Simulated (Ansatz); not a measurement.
# CoPtO2: computed property card

CoPtO2:
```
CoPtO2
1.0
    1.39141     0.80333     5.85374
   -1.39141     0.80333     5.85374
    0.00000    -1.60667     5.85374
Co Pt O
1 1 2
Direct
  0.50000   0.50000   0.50000
  0.00000   0.00000   0.00000
  0.11230   0.11230   0.11230
  0.88770   0.88770   0.88770
```

Space group R-3m (No. 166); conventional cell a = b = 2.7828 Å, c = 17.5612 Å, α = β = 90.00°, γ = 120.00°.

Method: the program Ansatz at the LDA level (PAW). The cell and atoms are relaxed at this level. Other levels are named where they apply.

Cell and energy:

| Quantity | Value |
|---|---|
| Volume per atom | 9.81 Å³ |
| Density | 12.10 g/cm³ |
| Formation energy from the elements (no fitted shifts) | -0.99 eV/atom |

Electronic structure:

| Property | Value |
|---|---|
| Electronic character | metallic (no gap) |
| Density of states at the Fermi level | 0.11 states/eV per atom (mean over ±0.08 eV) |

Mechanics:

| Quantity | Value |
|---|---|
| Bulk modulus (Birch–Murnaghan fit) | 284 GPa |
| Pressure derivative B′ | 4.8 |
| Elastic constants (relaxed ions, GPa) | C11 = 418, C12 = 187, C13 = 194, C14 = -10.8, C33 = 711, C44 = 88.4 |
| Mechanical stability | stable (all eigenvalues of C positive) |
| Hill bulk and shear moduli | 292 and 117 GPa |
| Young's modulus | 309 GPa |
| Poisson's ratio | 0.32 |
| Debye temperature from the elastic constants | 484 K |

Phonons:

| Quantity | Value |
|---|---|
| Highest zone-centre frequency | 729 cm⁻¹ |
| Zone-centre stability | no imaginary mode at Γ |

The LDA relaxation kept the symmetry of its start. The run is not spin-polarised. No Hubbard U is applied. Without spin polarisation and U, an open-shell compound can come out a false metal. As this level gives no gap, shear constants depend on the k-mesh and smearing (Fermi–Dirac, 0.1 eV here). As this level gives no gap, phonon frequencies hold no LO–TO term and depend on the k-mesh and smearing (Fermi–Dirac, 0.1 eV here). The references are the lowest solids computed at this level, not always the standard phases (solids in place of the gases). Spin–orbit coupling is left out wherever it is not named.

Potentials: the later of the program's two PAW sets.
